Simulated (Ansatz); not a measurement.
HgO:
```
HgO
1.0
    3.35741     0.00000     0.00000
   -1.67871     2.90761     0.00000
    0.00000     0.00000     3.07060
Hg O
1 1
Direct
  0.00000   0.00000   0.00000
  0.66667   0.33333   0.50000
```

Relaxed with PBE. Special points in fractions of this cell's reciprocal vectors: Γ (0.000, 0.000, 0.000); M (0.500, 0.000, 0.000); K (0.333, 0.333, 0.000); A (0.000, 0.000, 0.500); L (0.500, 0.000, 0.500); H (0.333, 0.333, 0.500).

Q: List the band energies nearest the Fermi level at these points for plane-wave PAW PBE (Ansatz code).

A: In eV from the Fermi level; about four levels below and three above (degenerate sets whole), none deeper than 8.9 eV; … stands for higher levels left out; points with the same levels are listed once.

| k | below | above |
|---|---|---|
| Γ | -2.66 -1.52 -0.59 -0.59 | … |
| M | -4.72 -3.59 -1.81 -0.21 | 2.70 … |
| K | -4.79 -3.69 -3.14 -0.03 | 4.27 … |
| A | -5.39 -5.39 -3.42 -0.55 -0.55 | 3.73 … |
| L | -4.57 -4.22 -2.58 -2.31 | 0.02 2.03 … |
| H | -4.78 -4.29 -2.77 -1.72 | 0.01 2.46 … |

Space group P-6m2. A made-up cell: these elements were put on the sites of a structure type; neither database checked (COD, Materials Project) lists it. COD files the formula under space group No. 44, 62, so this cell is another polymorph or a model. Whether it is the stable phase at ambient conditions was not checked. Symmetry was held in the PBE relaxation; its stability against distortions is not shown here. Scalar-relativistic: spin–orbit coupling is off unless named, which matters more the heavier the elements.

Potentials: the later of the program's two PAW sets.
